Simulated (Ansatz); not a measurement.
Input:

SnSe:
```xyz
8
Lattice="11.6875 0.0000 0.0000 0.0000 4.1255 0.0000 0.0000 0.0000 4.6944" Properties=species:S:1:pos:R:3 pbc="T T T"
Sn     7.2486     3.0942     1.7644
Sn     4.4389     1.0314     2.9300
Sn    10.2826     1.0314     4.1117
Sn     1.4049     3.0942     0.5828
Se     1.7294     1.0314     2.4025
Se     9.9581     3.0942     2.2920
Se     4.1144     3.0942     0.0552
Se     7.5731     1.0314     4.6392
```

This is the r²SCAN-relaxed structure. Tensor components refer to the Cartesian frame of this cell.

Problem. All from plane-wave PAW r²SCAN (Ansatz code), unless another level is named. Estimate the smallest direct gap on the standard path.

Solution. 1.37 eV.

Problem. What about the formation energy from the elements (no fitted shifts)?

Solution. -0.45 eV/atom.

Problem. Predict the band gap.

Solution. 1.01 eV (indirect).

Problem. Give the conduction-band minimum.

Solution. on the Y–Γ line, 32 % of the way from Y (k = 0.000, 0.341, 0.000) (2 equivalent valleys).

Problem. What about the valence-band maximum?

Solution. on the Γ–Z line, 64 % of the way from Γ (k = 0.000, 0.000, 0.320).

Space group Pnma. Symmetry was held in the r²SCAN relaxation. A crystal of weakly bound layers computed without a dispersion correction: the cell and the soft elastic constants depend strongly on that. The references are the lowest solids computed at this level, not always the standard phases. Scalar-relativistic: spin–orbit coupling is off unless named, which matters more the heavier the elements.

Potentials: the earlier of the program's two PAW sets.
